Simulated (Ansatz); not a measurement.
## Zincblende alloy of CdTe and CdSe (12 of 64 Te sites exchanged), 128 atoms

Ansatz, PAW, plane waves. PBEsol relaxation of volume and atoms (shape held) at the single k point (½, ½, ½); single points on the relaxed atoms at the Γ point alone, onto which points of the small cell's zone fold. Arrangement: quasirandom. No spin–orbit coupling unless named.

Relaxed structure:

```cif
data_structure
_symmetry_space_group_name_H-M 'P 1'
_symmetry_Int_Tables_number 1
_cell_length_a 18.1348
_cell_length_b 18.1348
_cell_length_c 18.1348
_cell_angle_alpha 60.000
_cell_angle_beta 60.000
_cell_angle_gamma 60.000
_cell_volume 4217.16
loop_
_atom_site_label
_atom_site_type_symbol
_atom_site_fract_x
_atom_site_fract_y
_atom_site_fract_z
_atom_site_occupancy
Cd1 Cd 0.99120 0.00388 0.00362 1
Cd2 Cd 0.49988 0.99991 0.99943 1
Cd3 Cd 0.00209 0.49228 0.00025 1
Cd4 Cd 0.00220 0.98989 0.50236 1
Cd5 Cd 0.25098 0.25192 0.24949 1
Cd6 Cd 0.50464 0.50134 0.00382 1
Cd7 Cd 0.50357 0.00400 0.50236 1
Cd8 Cd 0.75125 0.25410 0.24049 1
Cd9 Cd 0.00441 0.50377 0.50349 1
Cd10 Cd 0.25290 0.73901 0.25449 1
Cd11 Cd 0.24271 0.25832 0.74359 1
Cd12 Cd 0.49747 0.50036 0.49985 1
Cd13 Cd 0.75172 0.75026 0.24851 1
Cd14 Cd 0.74335 0.25199 0.75456 1
Cd15 Cd 0.24136 0.75221 0.75324 1
Cd16 Cd 0.75182 0.74698 0.75116 1
Cd17 Cd 0.00060 0.99802 0.25057 1
Cd18 Cd 0.23938 0.25440 0.00094 1
Cd19 Cd 0.50034 0.00155 0.24952 1
Cd20 Cd 0.75677 0.24508 0.00598 1
Cd21 Cd 0.00238 0.50075 0.24914 1
Cd22 Cd 0.24905 0.75152 0.00026 1
Cd23 Cd 0.00299 0.99281 0.75260 1
Cd24 Cd 0.25272 0.25396 0.50347 1
Cd25 Cd 0.49326 0.50375 0.24602 1
Cd26 Cd 0.75196 0.74892 0.99917 1
Cd27 Cd 0.50211 0.00416 0.74142 1
Cd28 Cd 0.75053 0.24909 0.49823 1
Cd29 Cd 0.00774 0.49401 0.74314 1
Cd30 Cd 0.24079 0.75204 0.50369 1
Cd31 Cd 0.50221 0.49178 0.75420 1
Cd32 Cd 0.75217 0.75101 0.49966 1
Cd33 Cd 0.99654 0.25980 0.99556 1
Cd34 Cd 0.24957 0.99840 0.25011 1
Cd35 Cd 0.50289 0.25408 0.99171 1
Cd36 Cd 0.75338 0.00391 0.24070 1
Cd37 Cd 0.00337 0.75218 0.98970 1
Cd38 Cd 0.00026 0.24879 0.50253 1
Cd39 Cd 0.25374 0.50331 0.25262 1
Cd40 Cd 0.50465 0.73947 0.00243 1
Cd41 Cd 0.24836 0.00076 0.75186 1
Cd42 Cd 0.49177 0.24799 0.50544 1
Cd43 Cd 0.74871 0.50038 0.24969 1
Cd44 Cd 0.74968 0.99989 0.75192 1
Cd45 Cd 0.00677 0.74091 0.50856 1
Cd46 Cd 0.24937 0.50012 0.74979 1
Cd47 Cd 0.49793 0.74978 0.50261 1
Cd48 Cd 0.75045 0.49913 0.75181 1
Cd49 Cd 0.24927 0.99966 0.99916 1
Cd50 Cd 0.75297 0.00429 0.00297 1
Cd51 Cd 0.00307 0.25312 0.23975 1
Cd52 Cd 0.25102 0.49993 0.00134 1
Cd53 Cd 0.25103 0.00149 0.50040 1
Cd54 Cd 0.50081 0.25045 0.24861 1
Cd55 Cd 0.74464 0.49239 0.00595 1
Cd56 Cd 0.74063 0.00437 0.50123 1
Cd57 Cd 0.00109 0.75015 0.24951 1
Cd58 Cd 0.00256 0.25307 0.75380 1
Cd59 Cd 0.24962 0.49616 0.49608 1
Cd60 Cd 0.49936 0.74995 0.25134 1
Cd61 Cd 0.50094 0.25433 0.75332 1
Cd62 Cd 0.75121 0.50019 0.50026 1
Cd63 Cd 0.00684 0.75350 0.74481 1
Cd64 Cd 0.50021 0.74924 0.74986 1
Te1 Te 0.05875 0.06824 0.06060 1
Te2 Te 0.56388 0.06452 0.06025 1
Te3 Te 0.06216 0.56247 0.05954 1
Te4 Te 0.06203 0.05865 0.56363 1
Te5 Te 0.31245 0.31433 0.31427 1
Te6 Te 0.81395 0.31195 0.30862 1
Te7 Te 0.31041 0.80983 0.31471 1
Te8 Te 0.31063 0.31201 0.81174 1
Te9 Te 0.56201 0.56028 0.56455 1
Te10 Te 0.81283 0.81493 0.31048 1
Te11 Te 0.81297 0.31007 0.81642 1
Te12 Te 0.31080 0.81241 0.81198 1
Te13 Te 0.81704 0.81148 0.81038 1
Te14 Te 0.06130 0.06305 0.31278 1
Te15 Te 0.31271 0.31154 0.06010 1
Te16 Te 0.56453 0.06231 0.31274 1
Te17 Te 0.06486 0.56192 0.31431 1
Te18 Te 0.31469 0.80919 0.06464 1
Te19 Te 0.05969 0.06324 0.81444 1
Te20 Te 0.55987 0.56165 0.31085 1
Te21 Te 0.81439 0.81484 0.05961 1
Te22 Te 0.56150 0.06493 0.81051 1
Te23 Te 0.81064 0.31139 0.56486 1
Te24 Te 0.06123 0.56299 0.81024 1
Te25 Te 0.30852 0.81261 0.56423 1
Te26 Te 0.56218 0.56031 0.81478 1
Te27 Te 0.81567 0.81322 0.56218 1
Te28 Te 0.31210 0.06289 0.31189 1
Te29 Te 0.56685 0.31193 0.05994 1
Te30 Te 0.81073 0.06453 0.31079 1
Te31 Te 0.06014 0.81447 0.06013 1
Te32 Te 0.06362 0.31410 0.56451 1
Te33 Te 0.56283 0.81046 0.06218 1
Te34 Te 0.31203 0.06761 0.80893 1
Te35 Te 0.56036 0.31080 0.56384 1
Te36 Te 0.81326 0.56200 0.31182 1
Te37 Te 0.81314 0.06263 0.81413 1
Te38 Te 0.31257 0.56260 0.81237 1
Te39 Te 0.56310 0.81469 0.56161 1
Te40 Te 0.81644 0.55743 0.81502 1
Te41 Te 0.31021 0.06474 0.06165 1
Te42 Te 0.06195 0.31170 0.31171 1
Te43 Te 0.31505 0.56248 0.06391 1
Te44 Te 0.31420 0.06490 0.56278 1
Te45 Te 0.56054 0.31387 0.31363 1
Te46 Te 0.81227 0.55895 0.06125 1
Te47 Te 0.81236 0.05997 0.56261 1
Te48 Te 0.06387 0.80794 0.31766 1
Te49 Te 0.30834 0.56256 0.56069 1
Te50 Te 0.56263 0.81251 0.31320 1
Te51 Te 0.81527 0.56232 0.56293 1
Te52 Te 0.56250 0.81307 0.81242 1
Se1 Se 0.56351 0.55921 0.06532 1
Se2 Se 0.55993 0.06674 0.56171 1
Se3 Se 0.06811 0.55952 0.56278 1
Se4 Se 0.81456 0.31219 0.06045 1
Se5 Se 0.31059 0.31499 0.56281 1
Se6 Se 0.05966 0.31284 0.05955 1
Se7 Se 0.31318 0.55942 0.31508 1
Se8 Se 0.06173 0.80961 0.56485 1
Se9 Se 0.81219 0.06525 0.06195 1
Se10 Se 0.06207 0.31415 0.81285 1
Se11 Se 0.56307 0.31237 0.81225 1
Se12 Se 0.06218 0.81259 0.81000 1
```

Q: What are the mean bond lengths by pair (pairs within 1.2 times the sum of covalent radii, less contacts 15 % beyond the pair's median; cation–cation pairs of compounds aside; long ionic contacts are cut short by that bound)?

A: Cd–Se 2.667 ± 0.015 Å (standard deviation, 48 bonds); Cd–Te 2.803 ± 0.012 Å (standard deviation, 208 bonds).

Q: What gap lies between the top filled and the lowest empty level in the single points?

A: HSE06 1.48 eV (9.6 min on NVIDIA GB300).
